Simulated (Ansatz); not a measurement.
Sc3InB:
```
CELL_PARAMETERS angstrom
      4.68128     0.00000     0.00000
      0.00000     4.68128     0.00000
      0.00000     0.00000     4.68128
ATOMIC_POSITIONS crystal
  B  0.50000 0.50000 0.50000
  In 0.00000 0.00000 0.00000
  Sc 0.00000 0.50000 0.50000
  Sc 0.50000 0.00000 0.50000
  Sc 0.50000 0.50000 0.00000
```

Relaxed with r²SCAN. Special points in fractions of this cell's reciprocal vectors: Γ (0.000, 0.000, 0.000); X (0.000, 0.500, 0.000); M (0.500, 0.500, 0.000); R (0.500, 0.500, 0.500).

**Question.** List the band energies nearest the Fermi level at these points for plane-wave PAW r²SCAN (Ansatz code).

**Answer.** In eV from the Fermi level; about four levels below and three above (degenerate sets whole), none deeper than 8.9 eV; points with the same levels are listed once.

```tsv
k	below	above
Γ	-5.37 -0.27 -0.27 -0.27	0.17 0.17 0.53 0.53 0.53
X	-0.35 -0.35 -0.17 -0.17	0.87 1.19 2.20
M	-0.89 -0.44 -0.44 -0.17	1.80 1.80 2.17 2.17
R	-2.59 -2.59 -2.59 -0.87 -0.87 -0.87	2.05 2.05 2.05
```

Space group Pm-3m (anti-perovskite). The workflow started from an entry of the Crystallography Open Database (COD). Whether it is the stable phase at ambient conditions was not checked. The cell was relaxed with r²SCAN under the symmetry of its start; of distortions, only those at the zone centre were tested. The run is not spin-polarised. Spin–orbit coupling is left out wherever it is not named.

Potentials: the later of the program's two PAW sets.
